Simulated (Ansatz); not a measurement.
PbS:
Space group P6₃/mmc (No. 194); a = b = 4.068 Å, c = 7.270 Å, α = β = 90.00°, γ = 120.00°

```tsv
atom	site	symmetry	x	y	z
Pb	2a	-3m.	0.0000	0.0000	0.0000
S	2d	-6m2	0.6667	0.3333	0.2500
```

Relaxed at zero pressure with DFT-PBEsol in the program Ansatz with PAW potentials.

Q: The volume is raised by 9 % and shape and atoms relax at that volume. What pressure results, and how do the axes share the change?

A: -4.1 GPa; a 3.6 %, b 3.6 %, c 1.5 %; the energy rises by 32 meV/atom.

Q: Give the new structure.

A: 
Space group P6₃/mmc (No. 194); a = 4.215 Å, b = 4.215 Å, c = 7.380 Å, α = 90.00°, β = 90.00°, γ = 120.00°

```csv
atom,site,symmetry,x,y,z
Pb,2a,-3m.,0.0000,0.0000,0.0000
S,2d,-6m2,0.6667,0.3333,0.2500
```

The phase is kept; no other phase was compared at this pressure.

Space group P6_3/mmc (NiAs type). The first step of the workflow began from a Materials Project structure, measured or hypothetical; the Crystallography Open Database copy checked does not list it. It is not the phase usual at ambient conditions (space group No. 225). Symmetry was held in the PBEsol relaxation; whether a distortion lowers the energy is not shown. Spin–orbit coupling is left out wherever it is not named.

Potentials: the later of the program's two PAW sets.
